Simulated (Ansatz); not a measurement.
## MoS2 (3R-MoS2 type, space group R3m): energy against volume

MoS$_{2}$ (3R-MoS2 type, space group R3m)

```
MoS2
1.0
    1.57655     0.91022     5.99710
   -1.57655     0.91022     5.99710
    0.00000    -1.82045     5.99710
Mo S
1 2
Direct
  0.00002   0.00002   0.00002
  0.75355   0.75355   0.75355
  0.57974   0.57974   0.57974
```

Equation-of-state scan: isotropic scaling of the cell above, V₀ being its volume. The atoms relax within the cell's symmetry.

Level of theory: PBE-D3(BJ) (plane waves to 420 eV, PAW, scalar-relativistic; Ansatz, a first-principles code). k mesh 12×12×12 (Γ-centred), Fermi-Dirac smearing 0.05 eV. Energies are smeared free energies. Stress and pressure are positive under compression. With the shape held, the modulus is that of even scaling; a crystal free to change shape is softer. MoS2 is run without spin polarisation. MoS2 was relaxed with its symmetry unable to fall. This is one of several known forms of MoS2; the measured ambient cells at hand have space group No. 194. ΔE is measured from the relaxed starting cell.

```
V/V₀   ΔE (eV/atom)  P (GPa)
-----  ------------  -------
0.840        0.1454     19.9
0.867        0.0954     15.2
0.893        0.0578     11.2
0.920        0.0308      7.7
0.947        0.0130      4.8
0.973        0.0031      2.2
1.000        0.0000      0.0
1.027        0.0028     -1.9
1.053        0.0108     -3.6
1.080        0.0232     -5.1
1.107        0.0397     -6.4
1.133        0.0595     -7.5
1.160        0.0825     -8.5
```

Read from the data:

```yaml
pressure_at_the_smallest_volume: 19.9 GPa
energy_cost_of_the_largest_compression: 145.4 meV/atom
energy_cost_of_the_largest_expansion: 82.5 meV/atom
Bulk modulus at fixed cell shape B₀ (third-order Birch-Murnaghan fit): 77.9 GPa
Pressure derivative B₀′ (fit): 4.3
equilibrium_volume_of_the_fit: 17.21 Å³/atom
Pressure for 5 % compression (fit): 4.5 GPa
```

(Under strain, the slope of the energy per volume gives the stress and its curvature an elastic modulus.)
